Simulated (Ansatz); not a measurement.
The following input was run with Ansatz 0.2.0.

```yaml
crystal:
  lattice:
    - [4.5916174443, 0.0, 0.0]
    - [0.0, 4.5916174443, 0.0]
    - [0.0, 0.0, 4.5916174443]
  atoms:
    - { symbol: Fe, position: [0.1328494913, 0.1328494913, 0.1328494913] }
    - { symbol: Fe, position: [0.3671505087, 0.8671505087, 0.6328494913] }
    - { symbol: Fe, position: [0.6328494913, 0.3671505087, 0.8671505087] }
    - { symbol: Fe, position: [0.8671505087, 0.6328494913, 0.3671505087] }
    - { symbol: Si, position: [0.8393293514, 0.8393293514, 0.8393293514] }
    - { symbol: Si, position: [0.6606706486, 0.1606706486, 0.3393293514] }
    - { symbol: Si, position: [0.3393293514, 0.6606706486, 0.1606706486] }
    - { symbol: Si, position: [0.1606706486, 0.3393293514, 0.6606706486] }
basis:
  ecutwfc: 420
kpoints:
  mp_grid: { grid: [8, 8, 8] }
hamiltonian:
  xc: pbe
scf:
  occupations: { method: gaussian, width: 0.01 }
output:
  forces: true
  stress: true
  eigenvalues: true
relax:
  adjacent_minimum: "off"
  f_tol: 0.01
  max_steps: 30
```

Launched with
```bash
ansatz run input.yaml --threads 2 --pin off --max-ram 5120MiB --backend cpu --events-out ev --progress --plain --runs-dir out
```

Theory: Ansatz, DFT PBE, scalar-relativistic, plane waves, PAW.

Abridged output:

```
Warning: output.stress: scf.convergence.dr2_threshold = 1e-7 eV (the SCF's general default) is looser than the 8e-10 eV advised for a printed stress (1e-10 eV for each atom of the cell: 8). ...
Pseudopotentials: kind: paw
Pseudopotential: Fe, paw, valence charge 16, recommended cutoff 420 eV (normal)
Pseudopotential: Si, paw, valence charge 4, recommended cutoff 420 eV (normal)
Functional definition: PBE
Crystal: 8 atoms, lattice volume = 96.805 Å³
Basis set: ecut = 420 eV, 1863 PW (Γ), exchange–correlation on 64×64×64 points (8 copies of the dense FFT grid, shifted against one another)
Bands: 48, of which v1, the nominal top of the filled ones, is band 40 counted from 1 (39 counted from 0)
Symmetry: 12 space group operations
Space group: P213 (ITA 198), of the structure as read, at distance tolerance 4.6e-5 Å
k-points: 45 of 512 (time reversal used)
Initial density: superposition of atomic densities (neutral atoms: chi_scale 0, normalization atom), corrected by the library's trained network
Initial wavefunctions: pseudopotential atomic-orbital guess
Functional: x = pbe(κ = 0.804, μ = 0.21951497), c = pbe(β = 0.06672455)
SCF iter   1: F=—  HF=-20468.777241 eV  |F-HF|=—  |Δ(HF+E_count)|=         —  Δρ=1.07e-2  dr2=3.52e-2  ethr=1.77e-3  ⟨swp⟩=6.3  Hψ=8158  notcnv=0
SCF iter   2: F=—  HF=-20468.767168 eV  |F-HF|=—  |Δ(HF+E_count)|=   1.01e-2  Δρ=4.30e-3  dr2=6.79e-3  ethr=4.41e-5  ⟨swp⟩=2.0  Hψ=2970  notcnv=0  defer=124
SCF iter   3: F=—  HF=-20468.766087 eV  |F-HF|=—  |Δ(HF+E_count)|=   1.08e-3  Δρ=8.06e-4  dr2=3.01e-4  ethr=8.49e-6  ⟨swp⟩=2.0  Hψ=2990  notcnv=0  defer=124
SCF iter   4: F=—  HF=-20468.766001 eV  |F-HF|=—  |Δ(HF+E_count)|=   8.63e-5  Δρ=1.96e-4  dr2=3.20e-5  ethr=3.77e-7  ⟨swp⟩=2.0  Hψ=3351  notcnv=0  defer=124
SCF iter   5: F=—  HF=-20468.765996 eV  |F-HF|=—  |Δ(HF+E_count)|=   4.73e-6  Δρ=8.02e-5  dr2=4.28e-6  ethr=4.00e-8  ⟨swp⟩=2.0  Hψ=2853  notcnv=0  defer=124
SCF iter   6: F=-20468.765995 eV  HF=-20468.765995 eV  |F-HF|=3.37e-8  |Δ(HF+E_count)|=   7.97e-7  Δρ=1.34e-5  dr2=9.72e-8  ethr=3.12e-9  ⟨swp⟩=8.5  Hψ=8544  notcnv=0
SCF 1 converged in 6 iterations: F = -20468.765995 eV  dr2 = 9.72e-8
relax step   1: F+E_penalty+E_count = -20468.76599503 eV  Δ(F+E_penalty+E_count) = +0.000e0 eV  max|allowed force component| = 8.833e-2 eV/Å  Δτ_max = 0.0000 Å  (6 SCF iters, dr2 threshold 2.50e-6 eV, accepted)
Initial density: handed on by an earlier stage of this run
Initial wavefunctions: those handed on with the density
SCF iter   1: F=—  HF=-20468.770118 eV  |F-HF|=—  |Δ(HF+E_count)|=         —  Δρ=1.85e-3  dr2=9.76e-4  ethr=1.23e-6  ⟨swp⟩=2.0  Hψ=6334  notcnv=0  defer=126
SCF iter   2: F=—  HF=-20468.770060 eV  |F-HF|=—  |Δ(HF+E_count)|=   5.77e-5  Δρ=9.87e-4  dr2=3.32e-4  ethr=1.22e-6  ⟨swp⟩=1.0  Hψ=2034  notcnv=0  defer=126
SCF iter   3: F=—  HF=-20468.769943 eV  |F-HF|=—  |Δ(HF+E_count)|=   1.17e-4  Δρ=8.05e-5  dr2=6.61e-6  ethr=4.15e-7  ⟨swp⟩=2.2  Hψ=3132  notcnv=0  defer=126
SCF iter   4: F=—  HF=-20468.769941 eV  |F-HF|=—  |Δ(HF+E_count)|=   1.50e-6  Δρ=4.13e-5  dr2=1.02e-6  ethr=8.26e-9  ⟨swp⟩=2.0  Hψ=3114  notcnv=0  defer=126
SCF iter   5: F=-20468.769941 eV  HF=-20468.769941 eV  |F-HF|=2.18e-8  |Δ(HF+E_count)|=   7.39e-8  Δρ=1.01e-5  dr2=5.67e-8  ethr=1.28e-9  ⟨swp⟩=2.0  Hψ=2779  notcnv=0  defer=126
SCF iter   6: F=-20468.769941 eV  HF=-20468.769941 eV  |F-HF|=1.46e-9  |Δ(HF+E_count)|=   3.77e-9  Δρ=2.72e-6  dr2=3.85e-9  ethr=7.08e-11  ⟨swp⟩=6.9  Hψ=7340  notcnv=0
SCF 2 converged in 6 iterations: F = -20468.769941 eV  dr2 = 3.85e-9
relax step   2: F+E_penalty+E_count = -20468.76994105 eV  Δ(F+E_penalty+E_count) = -3.946e-3 eV  max|allowed force component| = 5.916e-2 eV/Å  Δτ_max = 0.0065 Å  (6 SCF iters, dr2 threshold 4.88e-7 eV, accepted)
SCF iter   1: F=—  HF=-20468.773589 eV  |F-HF|=—  |Δ(HF+E_count)|=         —  Δρ=3.77e-3  dr2=4.02e-3  ethr=5.22e-5  ⟨swp⟩=3.0  Hψ=4447  notcnv=0  defer=128
SCF iter   2: F=—  HF=-20468.773362 eV  |F-HF|=—  |Δ(HF+E_count)|=   2.26e-4  Δρ=2.00e-3  dr2=1.35e-3  ethr=5.03e-6  ⟨swp⟩=2.0  Hψ=2606  notcnv=0  defer=128
SCF iter   3: F=—  HF=-20468.773220 eV  |F-HF|=—  |Δ(HF+E_count)|=   1.43e-4  Δρ=1.60e-4  dr2=2.78e-5  ethr=1.68e-6  ⟨swp⟩=2.0  Hψ=3243  notcnv=0  defer=128
SCF iter   4: F=—  HF=-20468.773169 eV  |F-HF|=—  |Δ(HF+E_count)|=   5.06e-5  Δρ=8.02e-5  dr2=3.90e-6  ethr=3.47e-8  ⟨swp⟩=2.0  Hψ=3112  notcnv=0  defer=128
SCF iter   5: F=—  HF=-20468.773169 eV  |F-HF|=—  |Δ(HF+E_count)|=   2.62e-7  Δρ=2.28e-5  dr2=2.90e-7  ethr=4.87e-9  ⟨swp⟩=2.0  Hψ=2788  notcnv=0  defer=128
SCF iter   6: F=-20468.773169 eV  HF=-20468.773169 eV  |F-HF|=9.40e-9  |Δ(HF+E_count)|=   2.05e-8  Δρ=6.16e-6  dr2=2.10e-8  ethr=2.73e-10  ⟨swp⟩=9.0  Hψ=8616  notcnv=0
SCF 3 converged in 6 iterations: F = -20468.773169 eV  dr2 = 2.10e-8
relax step   3: F+E_penalty+E_count = -20468.77316877 eV  Δ(F+E_penalty+E_count) = -3.228e-3 eV  max|allowed force component| = 1.688e-3 eV/Å  Δτ_max = 0.0132 Å  (6 SCF iters, dr2 threshold 2.19e-7 eV, accepted)
SCF iter   1: F=—  HF=-20468.773202 eV  |F-HF|=—  |Δ(HF+E_count)|=         —  Δρ=6.81e-6  dr2=2.71e-8  ethr=3.25e-11  ⟨swp⟩=1.6  Hψ=5448  notcnv=0
SCF iter   2: F=-20468.773169 eV  HF=-20468.773169 eV  |F-HF|=1.14e-9  |Δ(HF+E_count)|=   3.28e-5  Δρ=3.18e-6  dr2=6.95e-9  ethr=3.25e-11  ⟨swp⟩=2.0  Hψ=3836  notcnv=0
SCF iter   3: F=-20468.773169 eV  HF=-20468.773169 eV  |F-HF|=3.20e-10  |Δ(HF+E_count)|=  3.31e-10  Δρ=1.65e-6  dr2=2.17e-9  ethr=8.69e-12  ⟨swp⟩=1.0  Hψ=2032  notcnv=0
SCF iter   4: F=-20468.773169 eV  HF=-20468.773169 eV  |F-HF|=1.42e-10  |Δ(HF+E_count)|=  1.67e-10  Δρ=4.75e-7  dr2=1.85e-10  ethr=2.72e-12  ⟨swp⟩=2.3  Hψ=2448  notcnv=0
SCF iter   5: F=-20468.773169 eV  HF=-20468.773169 eV  |F-HF|=3.64e-12  |Δ(HF+E_count)|=  2.91e-11  Δρ=8.64e-8  dr2=5.69e-12  ethr=1.00e-12  ⟨swp⟩=1.0  Hψ=2032  notcnv=0
SCF iter   6: F=-20468.773169 eV  HF=-20468.773169 eV  |F-HF|=3.64e-12  |Δ(HF+E_count)|=  3.64e-12  Δρ=3.35e-8  dr2=6.85e-13  ethr=1.00e-12  ⟨swp⟩=1.0  Hψ=4372  notcnv=0
SCF 4 converged in 6 iterations: F = -20468.773169 eV  dr2 = 6.85e-13
relax step   4: F+E_penalty+E_count = -20468.77316878 eV  Δ(F+E_penalty+E_count) = -6.192e-9 eV  max|allowed force component| = 1.691e-3 eV/Å  Δτ_max = 0.0000 Å  (6 SCF iters, accepted)
SCF converged after 6 iterations
Free energy (F): -20468.773169 eV
Harris-Foulkes:  -20468.773169 eV  (|F-HF|=3.64e-12)
Internal energy: -20468.773169 eV  (E = F + TS)
E sigma→0 (E₀):  -20468.773169 eV
Fermi energy:    14.923412 eV
--- Per-component energies (eV) ---
  E_band       = -928.991221
  E_kinetic    = 1589.123698
  E_local      = -10943.608167  (includes V_loc(G=0)·N_el)
  E_nonlocal   = 955.183377
  E_hartree    = 4735.041705
  E_xc         = -701.235175
  E_vxc        = -806.529842  (∫ρ·V_xc dr)
  E_paw        = -7507.675267  (= ΣΔE_a)
  E_vpaw       = -1193.247190  (= ΣTr[D̂ρ^β])
  E_aug_tail   = 0.003543  (compensation charges beyond the density's cutoff)
  E_ewald      = -8595.606884
  E_smearing   =  0.000000  (= −TS)
--- Forces (eV/Å), atoms counted from 1 ---
  atom   1  Fe     0.00098019     0.00098019     0.00098019
  atom   2  Fe    -0.00098019    -0.00098019     0.00098019
  atom   3  Fe     0.00098019    -0.00098019    -0.00098019
  atom   4  Fe    -0.00098019     0.00098019    -0.00098019
  atom   5  Si     0.00169142     0.00169142     0.00169142
  atom   6  Si    -0.00169142    -0.00169142     0.00169142
  atom   7  Si     0.00169142    -0.00169142    -0.00169142
  atom   8  Si    -0.00169142     0.00169142    -0.00169142
--- Stress (GPa, compression-positive) ---
      -16.371264       0.000000       0.000000
        0.000000     -16.371264       0.000000
        0.000000       0.000000     -16.371264
  P = ⅓ Tr σ = -16.3713 GPa (-163.713 kbar)
--- Band table (eV; the first three rows and the last of 45) ---
  k-point 0: bands = ["-71.7524", "-71.7400", "-71.7400", "-71.7400", "-38.0426", "-38.0426", "-38.0426", "-37.9997", "-37.7669", "-37.7669", "-37.7669", "-37.7263", "-37.7263", "-37.7118", "-37.7118", "-37.7118", "2.3261", "7.3662", "7.3662", "7.3662", "10.1533", "10.1533", "10.1533", "11.7348", "11.7348", "11.7348", "12.0939", "12.3734", "12.3734", "12.6517", "12.6517", "12.6517", "13.2306", "13.2306", "13.2306", "14.5819", "14.5819", "14.5819", "14.8150", "14.8150", "15.4264", "15.4264", "15.4264", "17.4848", "17.4848", "17.4848", "18.1552", "18.1552"]
  k-point 1: bands = ["-71.7520", "-71.7414", "-71.7399", "-71.7390", "-38.0463", "-38.0431", "-38.0373", "-38.0009", "-37.7733", "-37.7685", "-37.7589", "-37.7260", "-37.7247", "-37.7138", "-37.7130", "-37.7104", "2.4343", "6.6420", "7.4309", "7.8956", "9.7055", "10.2248", "10.7330", "11.1608", "11.4835", "12.0583", "12.2870", "12.3625", "12.4765", "12.6248", "12.7187", "12.7211", "13.0825", "13.2041", "13.4146", "14.4564", "14.4809", "14.7418", "14.7829", "14.8101", "15.2446", "15.3886", "15.6878", "17.0880", "17.2641", "17.6212", "17.7584", "18.3153"]
  k-point 2: bands = ["-71.7510", "-71.7432", "-71.7396", "-71.7385", "-38.0482", "-38.0444", "-38.0308", "-38.0044", "-37.7776", "-37.7722", "-37.7498", "-37.7254", "-37.7209", "-37.7166", "-37.7162", "-37.7100", "2.7554", "5.7521", "7.6194", "8.2900", "9.4882", "10.3926", "10.6580", "11.0244", "11.3118", "11.8612", "12.4110", "12.4919", "12.6401", "12.6954", "12.7927", "12.8303", "13.1027", "13.1578", "13.4949", "14.1830", "14.4347", "14.7013", "14.7992", "14.8369", "15.1120", "15.2846", "16.1124", "16.8040", "16.9217", "17.2536", "17.5680", "18.5897"]
  k-point 44: bands = ["-71.7431", "-71.7431", "-71.7431", "-71.7431", "-38.0327", "-38.0327", "-38.0327", "-38.0327", "-37.7629", "-37.7629", "-37.7629", "-37.7629", "-37.7089", "-37.7089", "-37.7089", "-37.7089", "6.1850", "6.1850", "6.1850", "6.1850", "8.7847", "8.7847", "8.7847", "8.7847", "12.5305", "12.5305", "12.5305", "12.5305", "12.5962", "12.5962", "12.5962", "12.5962", "14.1894", "14.1894", "14.1894", "14.1894", "14.2777", "14.2777", "14.2777", "14.2777", "15.2985", "15.2985", "15.2985", "15.2985", "19.8471", "19.8471", "19.8471", "19.8471"]
--- Relaxed structure (4 steps of the walk, 4 accepted, 0 SCFs on fresh bases) ---
  F+E_penalty+E_count = -20468.77316878 eV   max|allowed force component| = 1.691e-3 eV/Å
  atoms:
    - { symbol: Fe, position: [0.13036693, 0.13036693, 0.13036693] }
    - { symbol: Fe, position: [0.36963306, 0.86963306, 0.63036693] }
    - { symbol: Fe, position: [0.63036693, 0.36963306, 0.86963306] }
    - { symbol: Fe, position: [0.86963306, 0.63036693, 0.36963306] }
    - { symbol: Si, position: [0.83825641, 0.83825641, 0.83825641] }
    - { symbol: Si, position: [0.66174358, 0.16174358, 0.33825641] }
    - { symbol: Si, position: [0.33825641, 0.66174358, 0.16174358] }
    - { symbol: Si, position: [0.16174358, 0.33825641, 0.66174358] }
```

The relaxation met its thresholds.

It took 38 s on 2 threads of Arm Neoverse V1, with other jobs on the host, peak memory 0.45 GiB.